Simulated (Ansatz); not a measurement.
CsPbCl3 (cubic perovskite)

```
CELL_PARAMETERS angstrom
      5.61855     0.00000     0.00000
      0.00000     5.61855     0.00000
      0.00000     0.00000     5.61855
ATOMIC_POSITIONS crystal
  Cs 0.00000 0.00000 0.00000
  Pb 0.50000 0.50000 0.50000
  Cl 0.00000 0.50000 0.50000
  Cl 0.50000 0.50000 0.00000
  Cl 0.50000 0.00000 0.50000
```

Two coordinates are scanned: the volume, and the ratio of the stretch along z (the conventional c axis) to the stretch across it. Atoms keep their fractional coordinates.

The numbers are results of PBEsol (plane waves to 420 eV, PAW, scalar-relativistic; Ansatz, a quantum-chemistry and plane-wave program), not measurements. k mesh 6×6×6 (Γ-centred), Fermi-Dirac smearing 0.05 eV. Stress and pressure are positive under compression. CsPbCl3 was relaxed with its symmetry unable to fall. Spin-orbit coupling is left out, though Pb is heavy. This is a high-temperature form of CsPbCl3.

Changes of σxx (GPa) from the point V/V₀ = 1.000, (c/a)/(c/a)₀ = 1.000 when one coordinate moves alone (two changes are said to add if the coupling is within 5 % of the smaller one, nearly so within 20 %):

| point | change |
|---|---|
| V/V₀ = 1.000, (c/a)/(c/a)₀ = 0.960 | -0.645 |
| V/V₀ = 1.000, (c/a)/(c/a)₀ = 0.973 | -0.437 |
| V/V₀ = 1.000, (c/a)/(c/a)₀ = 0.987 | -0.222 |
| V/V₀ = 0.920, (c/a)/(c/a)₀ = 1.000 | 2.540 |
| V/V₀ = 0.947, (c/a)/(c/a)₀ = 1.000 | 1.561 |
| V/V₀ = 0.973, (c/a)/(c/a)₀ = 1.000 | 0.721 |
| V/V₀ = 1.027, (c/a)/(c/a)₀ = 1.000 | -0.619 |
| V/V₀ = 1.053, (c/a)/(c/a)₀ = 1.000 | -1.150 |
| V/V₀ = 1.080, (c/a)/(c/a)₀ = 1.000 | -1.605 |
| V/V₀ = 1.000, (c/a)/(c/a)₀ = 1.013 | 0.230 |
| V/V₀ = 1.000, (c/a)/(c/a)₀ = 1.027 | 0.468 |
| V/V₀ = 1.000, (c/a)/(c/a)₀ = 1.040 | 0.714 |

Do the two effects add at V/V₀ = 1.027, (c/a)/(c/a)₀ = 0.973? Give the computed change.

The sum of the single changes is -0.619 + (-0.437) = -1.056; the calculation gives -1.007, so the coupling contributes 0.049 (under 20 % of the smaller single change, nearly additive).

What is the change at V/V₀ = 1.027, (c/a)/(c/a)₀ = 0.960, where both move, and how far is it from the sum?

The sum of the single changes is -0.619 + (-0.645) = -1.264; the calculation gives -1.190, so the coupling contributes 0.074 (under 20 % of the smaller single change, nearly additive).

Do the two effects add at V/V₀ = 1.053, (c/a)/(c/a)₀ = 0.973? Give the computed change.

The sum of the single changes is -1.150 + (-0.437) = -1.587; the calculation gives -1.493, so the coupling contributes 0.094 (over 20 % of the smaller single change, not additive).

(A scan under strain: stresses follow from slopes of the energy per volume, elastic moduli from its curvatures.)
